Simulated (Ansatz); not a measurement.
Relaxed candidate structures of CuF$_{2}$:

A. R-3m, hexagonal axes (No. 166), hR3; a = 3.150 Å, b = 3.150 Å, c = 11.676 Å, α = 90.00°, β = 90.00°, γ = 120.00°; F 6c (0.000, 0.000, 0.243); Cu 3b (0.000, 0.000, 0.500); ferromagnetic

B. P6₃/mmc (No. 194), hP6; a = 3.111 Å, b = 3.111 Å, c = 9.457 Å, α = 90.00°, β = 90.00°, γ = 120.00°; F 4f (0.667, 0.333, 0.098); Cu 2a (0.000, 0.000, 0.000); ferromagnetic

Problem. Rank these by energy per atom (lowest first), as r2SCAN+rVV10 (plane waves to 500 eV, PAW, scalar-relativistic; Ansatz, a program for electronic structure) gives it.

Solution. A (reference), B (+0.04 eV/atom)

Each run could gain symmetry but not lose that of its start, so entries can be saddle points. All of these are generated cells (placed on structure types, drawn at random, substituted or restacked) that were not matched to a known phase here. Each structure is listed in the lowest spin state found for it. The real structure of this composition may not be among these. Static energies at zero pressure. The runs use different k-meshes, so differences are rounded accordingly. Spin states reached: ferromagnetic; spin orders were not searched systematically. No Hubbard U is applied. A magnetic insulating state can be missed without it.
